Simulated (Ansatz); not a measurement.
## Structures of Cs2Ta: which is lowest?

Plane-wave DFT in Ansatz with scalar-relativistic PAW potentials, cutoff 420 eV, Γ-centred meshes chosen by cell and gap, Gaussian smearing with energies taken to zero width. Every cell was relaxed (cell and atoms) in a run of its own, within the symmetry of its start. Functional: PBE.

Relaxed structures (starts from databases or built by putting these elements on another compound's sites):
A. Fd-3m, 6 atoms in the computed cell, a = 9.797 Å; sites (symmetry × multiplicity) Cs .-3m × 16, Ta -43m × 8; start: built
B. P6/mmm, 3 atoms in the computed cell, a = 6.722 Å, c = 3.207 Å; sites (symmetry × multiplicity) Cs -6m2 × 2, Ta 6/mmm × 1; start: built

Rank them by energy. Could pressure change the order?

| structure | group | E − E(lowest) (meV/atom) | V (Å³/atom) | gap on mesh (eV) |
| --- | --- | --- | --- | --- |
| B | P6/mmm | 0.0 | 41.84 | 0.00 |
| A | Fd-3m | 459 | 39.19 | 0.00 |

B is lowest, 459 meV/atom under A. A is denser by 2.66 Å³/atom, so pressure favours it: ΔE/ΔV, with ΔE in eV and 1 eV/Å³ = 160.2 GPa, gives about 28 GPa for equal enthalpy if both cells were rigid; at such pressures compression changes ΔV much, so this is a scale only. Other structures may lie lower than all of these, and vibrations aren't counted.

Spin-orbit coupling is left out, which matters for the bands of heavy elements.